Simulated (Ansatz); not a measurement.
## TaSi2: from a starting cell to a relaxed one

The start is a generated trial cell of TaSi2 in the AFLOW prototype A2B_hP9_150_ef_bd (C22, as in Fe2P). The cell and all atomic positions are relaxed at zero pressure with PBEsol (plane waves to 420 eV, PAW, scalar-relativistic; Ansatz, an electronic-structure program). The first steps use a coarse 4×4×6 k-mesh.

Input geometry:
```
TaSi2
1.0
    6.38615     0.00000     0.00000
   -3.19307     5.53056     0.00000
    0.00000     0.00000     3.76619
Si Ta
6 3
Direct
  0.26000   0.00000   0.00000
  0.00000   0.26000   0.00000
  0.74000   0.74000   0.00000
  0.60000   0.00000   0.50000
  0.00000   0.60000   0.50000
  0.40000   0.40000   0.50000
  0.00000   0.00000   0.50000
  0.33333   0.66667   0.87500
  0.66667   0.33333   0.12500
```

Q: How large is the pressure on the unrelaxed cell, and of which sign?

A: +23 GPa (positive: the cell is compressed).

Q: What symmetry does the relaxed structure have?

A: The space group goes from P321 (No. 150) to P-62m (No. 189); the end is AFLOW prototype A2B_hP9_189_fg_bc (C22, as in Fe2P), with 9 atoms in the primitive cell.

Q: How much energy is released per atom?

A: 0.37 eV/atom.

Q: How does the volume change?

A: +7.1 %, from 14.78 to 15.84 Å³/atom.

Q: What band gap does the relaxed structure have at this level?

A: No gap (metallic).

Q: Give the final cell and atomic positions.

A: 
Space group P-62m (No. 189); a = b = 7.012 Å, c = 3.347 Å, α = β = 90.00°, γ = 120.00°

```tsv
atom	site	symmetry	x	y	z
Si	3f	m2m	0.2721	0.2721	0.0000
Si	3g	m2m	0.6184	0.6184	0.5000
Ta	1b	-62m	0.0000	0.0000	0.5000
Ta	2c	-6..	0.3333	0.6667	0.0000
```

Final values are on a 8×8×14 k-mesh of the relaxed cell. No spin polarisation in the result. The relaxed primitive cell holds an odd number of electrons. A magnetic state may lie lower.

The run could not lose the symmetry of its start, so the end can be a saddle point.

The relaxed structure here is a generated cell of TaSi2: the first start was made by placing the elements on the sites of a structure type, and the end was not matched to a known phase here, so it may be hypothetical. Known forms of TaSi2 include space group No. 181.
